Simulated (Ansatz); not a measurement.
**Is this Zn2Cd3O5 structure a true minimum?**

The structure comes from a generated guess, relaxed at this level; another structure or a mixture of phases may lie lower.

Theory: DFT PBE, scalar-relativistic, plane waves, PAW in Ansatz. Cutoff 420 eV; k points 16×16×16 on the computed 10-atom cell (Γ-centred); Gaussian smearing, width 0.10 eV; no spin polarisation.

The cell below (10 atoms, space group I-4m2 (No. 119)) is relaxed within its symmetry.

```
Zn Cd O
1.0
    -1.72684    1.72684   12.48676
     1.72684   -1.72684   12.48676
     1.72684    1.72684  -12.48676
Zn Cd O
2 3 5
Direct
  0.59738 0.59738 0.00000
  0.40262 0.40262 0.00000
  0.00000 0.00000 0.00000
  0.19472 0.19472 0.00000
  0.80528 0.80528 0.00000
  0.63923 0.13923 0.50000
  0.25000 0.75000 0.50000
  0.86077 0.36077 0.50000
  0.44452 0.94452 0.50000
  0.05548 0.55548 0.50000
```

For the test it was strained at random (σ = 1.5 % a component), the atoms were moved at random (σ = 0.15 Å), and all was relaxed again on a coarse 6×6×6 mesh (in the run’s order of axes) with 0.20 eV smearing, with no symmetry imposed.

Problem. What happens?

Solution. It returns, within 1 meV/atom of the unmoved cell on that mesh and with the same symmetry when read at 0.1 Å (C2 at 0.01 Å, so small strains and shifts remain). No instability shows in this cell; modes of other wave vectors, which need another repeat, aren't tested.
